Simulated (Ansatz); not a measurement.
## Trial structures of AlGa₂Sb₃: starts and ends

Level of theory: Ansatz, DFT PBE, scalar-relativistic, plane waves, PAW. All cells share a 420 eV cutoff and Γ-centred k meshes spaced at most about 0.3 Å⁻¹ (about 0.25 or finer for metals, 2π included). No spin polarisation in the final relaxations.

Each guess was relaxed in cell and atoms at zero pressure, within the symmetry of its start. These are static total energies at zero pressure. Coordination counts Sb atoms around Al and Ga (those within 1.25 times the shortest such distance or 1.15 times the sum of covalent radii, 1.27 where that leaves under three; a plus sign parts nearer from farther groups; the shortest distance is added where it exceeds 1.18 times the sum of covalent radii).

| guess | made from | start group | V start (Å³/atom) | end group | V end (Å³/atom) | coordination at the end | gap on mesh (eV) | E over the lowest end (meV/atom) |
| --- | --- | --- | --- | --- | --- | --- | --- | --- |
| 1 | random cell | P4mm | 16.3 | P4mm | 24.8 | Al 5, Ga 4+2 from 3.2 Å | 0 | 0 |
| 2 | Ce2CuGe3 type | P-6m2 | 22.8 | ? | ? | ? | ? | ? |
| 3 | Li3Tl2Cd type | P4/mmm | 22.8 | P4/mmm | 23.5 | Al 8, Ga 8 from 3.1 Å | 0 | 54 |
| 4 | NdAl2Pt3 type | P6/mmm | 23.6 | P6/mmm | 28.2 | Al 12 from 4.0 Å, Ga 6 from 3.1 Å | 0 | 256 |
| 5 | random cell | R-3m | 29.4 | R-3m | 26.2 | Al 6, Ga 3+6 from 3.2 Å | 0 | 102 |

Guess 2 as it starts:

Space group P-6m2 (No. 187). a = 4.389 Å, b = 4.389 Å, c = 8.202 Å, α = 90.00°, β = 90.00°, γ = 120.00°
```
atom  site  symmetry       x       y       z
  Al    1a      -6m2  0.0000  0.0000  0.0000
  Ga    2i       3m.  0.6667  0.3333  0.2481
  Sb    1b      -6m2  0.0000  0.0000  0.5000
  Sb    1c      -6m2  0.3333  0.6667  0.0000
  Sb    1d      -6m2  0.3333  0.6667  0.5000
```

Question: Fill in the missing row: what does this guess relax into, and where does it rank?

Answer: It ends in space group P-6m2 (No. 187), with a = 5.260 Å, c = 6.110 Å, 24.4 Å³/atom and no gap. It lies 37 meV/atom over the lowest end, above guess 1 and below guess 3. Counting Sb atoms around Al and Ga, this end has Al 5, Ga 9 from 3.4 Å and the lowest (guess 1) has Al 5, Ga 4+2 from 3.2 Å. This end holds Sb–Sb bonds in all directions (shortest 3.04 Å); the lowest (guess 1) holds Sb–Sb nets (shortest 3.06 Å).

```yaml
crystal:
  lattice:
    - [5.26027, 0.00000, 0.00000]
    - [-2.63013, 4.55553, 0.00000]
    - [0.00000, 0.00000, 6.10961]
  atoms:
    - { symbol: Al, position: [0.00000, 0.00000, 0.00000] }
    - { symbol: Ga, position: [0.66667, 0.33333, 0.24179] }
    - { symbol: Ga, position: [0.66667, 0.33333, 0.75821] }
    - { symbol: Sb, position: [0.00000, 0.00000, 0.50000] }
    - { symbol: Sb, position: [0.33333, 0.66667, 0.00000] }
    - { symbol: Sb, position: [0.33333, 0.66667, 0.50000] }
```

Energies over the elements count from the elements' standard structures at the same level, with no fitted energy shifts.

Question: Is the lowest end bound against the elements?

Answer: No: its formation energy is +0.09 eV/atom. It can't be a ground state, since the elements alone are lower.

Spin–orbit coupling, which can matter for Sb, is left out. Cells relaxed within their symmetry can be saddle points. A lower structure may well exist outside this small set. Some types were kept out of the candidates beforehand, so the set may lack a known form.
